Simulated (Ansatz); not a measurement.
LiNbO₃ in space group R-3c (No. 167; Li on 6a, Nb on 6b, O on 18e), DFT-r²SCAN in the program Ansatz with PAW potentials. The conduction-band minimum lies at F, with 3 equivalent valleys. Second derivatives d²E/dk² of the lowest band at one valley (eV·Å²), along Cartesian directions:

| direction | d²E/dk² |
|---|---|
| [100] | 9.111 |
| [010] | 12.07 |
| [001] | 15.72 |
| [110] | 8.028 |
| [101] | 20.85 |
| [011] | 18.77 |

Problem. Find the principal effective masses, the density-of-states mass and the conductivity mass.

Solution. Off-diagonal terms follow from H_xy = H[110] − (H_xx + H_yy)/2, and m*/mₑ = 7.620 eV·Å² over each eigenvalue: 0.34, 0.56, 6.8. One valley's DOS mass (m₁m₂m₃)^(1/3) = 1.1, conductivity mass 3/(Σ 1/mᵢ) = 0.62 mₑ.

Problem. What effective density of states Nc follows at 300 K for parabolic valleys?

Solution. Nc = 2.509e19 × 3 × (1.1)^(3/2) ≈ 8.7e19 cm⁻³.

The first step of the workflow began from a Materials Project structure, measured or hypothetical; the Crystallography Open Database files this formula in space group No. 167, but the cells were not matched. It is not the phase usual at ambient conditions (space group No. 161). The cell was relaxed with r²SCAN under the symmetry of its start; whether a distortion lowers the energy is not shown. No spin polarisation was allowed. Scalar-relativistic: spin–orbit coupling is off unless named, which matters more the heavier the elements.

Potentials: the later of the program's two PAW sets.

Edges and masses are those of Kohn–Sham bands, whose gap is no quasiparticle gap.
